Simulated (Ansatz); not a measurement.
**Compressing AlFe3: a fit and a missing row**

AlFe3, Fm-3m, a = 5.782 Å. The structure is a Materials Project entry; whether it is the stable form wasn't checked. Ansatz: r2SCAN, PAW, 500 eV, Γ-centred 12×12×12 mesh on 4 atoms, Gaussian smearing 0.10 eV; collinear spin, largest moment 2.6 μB. Symmetry fixes shape and atoms, so the cell is only scaled; pressure is positive in compression.

```tsv
V (Å³/atom)	P (GPa)
10.632	?
10.995	17.26
11.357	10.62
11.720	4.86
12.082	0.00
12.444	-3.82
12.807	-7.23
13.290	-11.53
```

Question: Take V0 = 12.082 Å³/atom, fit the third-order Birch–Murnaghan form to the other rows, and predict the missing pressure.

Answer: With the Eulerian strain f = ½[(V0/V)^(2/3) − 1] and y = P/[3f(1 + 2f)^(5/2)], the form is the line y = B0 + 1.5 B0 (B0′ − 4) f. Rows (f, y): 0.03243, 151.6; 0.02106, 151.6; 0.01024, 150.4; -0.00974, 137.3; -0.01905, 139.4; -0.03078, 146.4. Means f = 0.0006933, y = 146.12; Σ(Δf)² = 0.003002, ΣΔfΔy = 0.5423; the slope is their ratio. y = 146.0 + 180.6 f GPa, so B0 = 146.0 GPa and B0′ = 4 + 2 × (180.6)/(3 × 146.0) = 4.82. At V = 10.632, f = 0.04448, y = 154.03 and P = 25.43 GPa. The run gave 24.80 GPa, so the fit is 0.63 GPa too high, 1.7 % of the span of the series, against an rms of 0.23 GPa on the fitted rows. The row lies outside the fitted range. A fourth-order term fitted to the same rows gives P = 26.72 GPa at this row's volume (the line 25.43, the run 24.80), no gain.

The state reached may not be the lowest one. Only parallel moments were tried here.

Cost: 8 runs of about 11 core-minutes in all, on Arm Neoverse V2 (shared hosts).